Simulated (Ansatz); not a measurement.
Each is relaxed and computed with r²SCAN (plane waves, PAW; program Ansatz). Which is the only metal?
(A) CsGeI3, R3m (Cs on 3a, Ge on 3a, I on 9b)
(B) SiGe, R-3m (Si on 6c, Ge on 6c)
(C) ZnGeAs2, chalcopyrite
(D) EuGe3Pd, I4mm (Eu on 2a, Ge on 4b, Ge on 2a, Pd on 2a)

D, EuGe3Pd, I4mm (Eu on 2a, Ge on 4b, Ge on 2a, Pd on 2a). EuGe3Pd: metal; CsGeI3: gap 1.10 eV (direct); SiGe: gap 0.65 eV (indirect); ZnGeAs2: gap 0.60 eV (direct). The 4f shell is in the valence, and the state reached may lie above the lowest one. Spin orders computed, not proven ground states: EuGe3Pd, I4mm (Eu on 2a, Ge on 4b, Ge on 2a, Pd on 2a) ferromagnetic. Typed or built starts, not in the databases checked: SiGe, R-3m (Si on 6c, Ge on 6c). Standing as an ambient phase not checked: EuGe3Pd, I4mm (Eu on 2a, Ge on 4b, Ge on 2a, Pd on 2a); CsGeI3, R3m (Cs on 3a, Ge on 3a, I on 9b); ZnGeAs2, chalcopyrite. All cells were relaxed under the symmetry of their starts (and spin orders); stability against distortions was not tested throughout. No Hubbard U is applied. Scalar-relativistic: spin–orbit coupling is off unless named, which matters more the heavier the elements.

Potentials: the later of the program's two PAW sets.
